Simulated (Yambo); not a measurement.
Absorption of Sr₂MoZnO₆ (space group Fm-3m, No. 225) with and without the electron-hole interaction (Yambo, PBEsol bands; 4×4×4 mesh, 20 valence and 6 conduction bands, static screening with 92 bands and a 3 Ry block, scissor 1.40 eV, Tamm-Dancoff; field along x).

```csv
E (eV),"Im ε, BSE","Im ε, independent quasiparticles"
1.80,0.11,0.09
1.90,0.12,0.10
2.00,0.13,0.10
2.10,0.15,0.11
2.20,0.17,0.12
2.30,0.20,0.13
2.40,0.24,0.14
2.50,0.30,0.16
2.60,0.38,0.17
2.70,0.53,0.19
2.80,0.78,0.22
2.90,1.28,0.25
3.00,2.31,0.29
3.10,3.44,0.34
3.20,2.74,0.41
3.30,1.92,0.51
3.40,1.77,0.66
3.50,1.93,0.92
3.60,2.18,1.40
3.70,2.43,2.14
3.80,2.35,2.95
3.90,2.20,3.70
4.00,2.59,4.57
4.10,3.00,5.41
4.20,2.68,4.93
4.30,2.06,4.54
4.40,1.70,4.69
4.50,1.61,4.60
4.60,1.68,4.15
4.70,1.80,4.47
4.80,1.79,5.16
4.90,1.70,5.46
5.00,1.76,5.72
5.10,1.86,6.15
5.20,1.82,6.56
5.30,1.79,6.95
5.40,1.70,7.11
5.50,1.70,6.98
5.60,1.78,5.97
5.70,1.91,4.75
5.80,1.99,4.08
5.90,2.19,3.60
6.00,2.33,3.00
6.10,2.69,2.52
6.20,3.35,2.16
6.30,4.56,2.03
6.40,4.87,1.88
6.50,5.22,1.75
6.60,6.86,1.76
6.70,7.77,1.99
6.80,7.65,2.22
6.90,7.22,2.77
7.00,5.70,3.84
7.10,4.72,4.71
7.20,4.43,4.76
7.30,3.99,4.07
7.40,4.29,3.60
7.50,4.54,3.27
7.60,4.61,3.01
7.70,3.84,3.32
7.80,3.66,4.24
7.90,3.55,4.79
```

The scissor comes from a G0W0 run whose convergence isn't established. Broadening 0.15 eV. The band window holds all transitions up to 7.9 eV. Fine structure above the onset can come from the mesh.

Spin-orbit splittings are left out.

Geometry of the Materials Project entry, not relaxed at this level; primitive cell a = 5.6897 Å, b = 5.6897 Å, c = 5.6897 Å, α = 60.00°, β = 60.00°, γ = 60.00°.

With a shallow 3d shell G0W0 needs far more bands and larger blocks than here, so the scissor is uncertain by tenths of an eV or more.
